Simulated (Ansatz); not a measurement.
Input:

Re:
```
Re
1.0
    1.38032     0.79693     6.68541
   -1.38032     0.79693     6.68541
    0.00000    -1.59386     6.68541
Re
3
Direct
  0.00000   0.00000   0.00000
  0.22234   0.22234   0.22234
  0.77766   0.77766   0.77766
```

This is the r²SCAN-relaxed structure.

Problem. All from DFT-r²SCAN in the program Ansatz with PAW potentials, unless another level is named. Estimate the density of states at the Fermi level.

Solution. 0.80 states/eV per atom (mean over ±0.08 eV).

Problem. Predict the gap with spin–orbit coupling.

Solution. none (metallic).

Space group R-3m (9R (Sm type)). The workflow started from a Materials Project entry (that database holds measured and hypothetical structures alike); the Crystallography Open Database copy checked does not list it. It is not the phase usual at ambient conditions (space group No. 194). Symmetry was held in the r²SCAN relaxation; its stability against distortions is not shown here. No spin polarisation was allowed. Scalar-relativistic: spin–orbit coupling is off unless named, which matters more the heavier the elements.

Potentials: the later of the program's two PAW sets.
